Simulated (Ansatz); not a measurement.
V:
```
CELL_PARAMETERS angstrom
     -1.46298     1.46298     1.46298
      1.46298    -1.46298     1.46298
      1.46298     1.46298    -1.46298
ATOMIC_POSITIONS crystal
  V  0.00000 0.00000 0.00000
```

Relaxed with LDA. Special points in fractions of this cell's reciprocal vectors: Γ (0.000, 0.000, 0.000); H (0.500, -0.500, 0.500); N (0.000, 0.000, 0.500); P (0.250, 0.250, 0.250).

List the band energies nearest the Fermi level at these points for plane-wave PAW LDA (Ansatz code).

In eV from the Fermi level; about four levels below and three above (degenerate sets whole), none deeper than 8.9 eV; … stands for higher levels left out; points with the same levels are listed once.

```json
[
 {"k": "Γ", "below": "-6.67", "above": "0.40 0.40 0.40"},
 {"k": "H", "below": "-3.36 -3.36", "above": "…"},
 {"k": "N", "below": "-3.44 -1.30", "above": "2.01 2.62 …"},
 {"k": "P", "below": "-1.17 -1.17 -1.17", "above": "…"}
]
```

Space group Im-3m (bcc (W type)). Symmetry was held in the LDA relaxation. No spin polarisation was allowed.

Potentials: the earlier of the program's two PAW sets. The files were generated under PBE; for other functionals the program regenerates the frozen cores, and for LDA and PBEsol the local potential too.
